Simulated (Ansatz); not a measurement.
BN:
```
CELL_PARAMETERS angstrom
      0.00000     1.81238     1.81238
      1.81238     0.00000     1.81238
      1.81238     1.81238     0.00000
ATOMIC_POSITIONS crystal
  N  0.75000 0.75000 0.75000
  B  0.00000 0.00000 0.00000
```

x, y and z are the axes in which the lattice vectors are written.

### Question
Give the proper piezoelectric stress tensor with relaxed ions from DFT-PBE in the program Ansatz with PAW potentials.

### Answer
In C/m², rows x, y, z, Voigt columns; mesh uncertainty up to 0.00.
```
0.00  0.00  0.00  0.89  0.00  0.00
0.00  0.00  0.00  0.00  0.89  0.00
0.00  0.00  0.00  0.00  0.00  0.89
```

The elastic tensor of the same run (GPa):

```
778  168  168  0.0  0.0  0.0
168  778  168  0.0  0.0  0.0
168  168  778  0.0  0.0  0.0
0.0  0.0  0.0  441  0.0  0.0
0.0  0.0  0.0  0.0  441  0.0
0.0  0.0  0.0  0.0  0.0  441
```

### Question
Convert to strain constants d = e·S.

### Answer
In pC/N:
```
0.0  0.0  0.0  2.0  0.0  0.0
0.0  0.0  0.0  0.0  2.0  0.0
0.0  0.0  0.0  0.0  0.0  2.0
```

Space group F-43m (zinc blende). The PBE relaxation kept the symmetry of its start; phonons on a q-mesh show no instability.

Potentials: the later of the program's two PAW sets.
